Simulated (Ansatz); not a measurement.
A Co14NiW5 cell: a random packing after short dynamics, relaxed.

```
Co W Ni
1.0
     6.00277   -0.06390   -0.17999
    -0.05604    6.21736    0.11564
    -0.16897    0.12362    6.41235
Co W Ni
14 5 1
Direct
  0.74260 0.92435 0.52148
  0.47545 0.23788 0.66341
  0.22975 0.50488 0.79416
  0.29696 0.31911 0.29666
  0.47981 0.60981 0.49628
  0.54760 0.04263 0.16690
  0.30236 0.71098 0.14141
  0.80229 0.15210 0.87167
  0.97990 0.44543 0.07787
  0.55789 0.41677 0.00644
  0.32317 0.95029 0.46801
  0.72415 0.71420 0.19044
  0.79711 0.51276 0.72351
  0.23800 0.15583 0.94756
  0.06379 0.62542 0.44188
  0.01986 0.82963 0.83245
  0.51601 0.82589 0.82909
  0.99459 0.02777 0.21920
  0.71937 0.33218 0.36895
  0.05813 0.20212 0.59102
```

Level of theory: DFT PBE, scalar-relativistic, plane waves, PAW in Ansatz.

Plane waves to 420 eV, a k mesh through Γ of 3×3×3 on the computed 20-atom cell and Gaussian smearing (0.10 eV); collinear spin from starting moments 0.52 1.48 0.68 0.9 0.6 0.84 0.94 1.07 1.01 1.28 0.83 0.41 0.72 0.78 -0.13 0 -0.17 -0.11 -0.13 0.28 μB.

**Question.** Describe its local order.

**Answer.** Counting as bonded all pairs within 1.3 times the summed covalent radii:

```json
{"atom → neighbour": "Co → Co", "mean count": "7.71", "mean length (Å)": "2.52", "spread (Å)": "0.12"}
{"atom → neighbour": "Co → Ni", "mean count": "0.57", "mean length (Å)": "2.52", "spread (Å)": "0.08"}
{"atom → neighbour": "Co → W", "mean count": "4.00", "mean length (Å)": "2.74", "spread (Å)": "0.34"}
{"atom → neighbour": "Ni → Co", "mean count": "8.00", "mean length (Å)": "2.52", "spread (Å)": "0.08"}
{"atom → neighbour": "Ni → W", "mean count": "4.00", "mean length (Å)": "2.68", "spread (Å)": "0.09"}
{"atom → neighbour": "W → Co", "mean count": "11.20", "mean length (Å)": "2.74", "spread (Å)": "0.34"}
{"atom → neighbour": "W → Ni", "mean count": "0.80", "mean length (Å)": "2.68", "spread (Å)": "0.09"}
{"atom → neighbour": "W → W", "mean count": "4.80", "mean length (Å)": "3.33", "spread (Å)": "0.55"}
```

Angles between all pairs of such bonds at an atom (mean ± spread): 97 ± 34° at Co, 97 ± 34° at Ni, 95 ± 36° at W.

**Question.** Does it have a gap?

**Answer.** It has no gap on the mesh. One magnetic start was tried.

The final mesh leaves forces up to 0.15 eV/Å and stresses up to 0.6 GPa: the relaxation ran on a coarser mesh, so the cell's shape, its bonds and its energy belong partly to that mesh.

The k mesh is coarse. Spin-orbit coupling is left out, which matters for the bands of heavy elements.

Cost: 2 runs of about 20 core-minutes in all (earlier runs that led there not counted), on Intel Xeon 6975P-C (Granite Rapids) (shared hosts).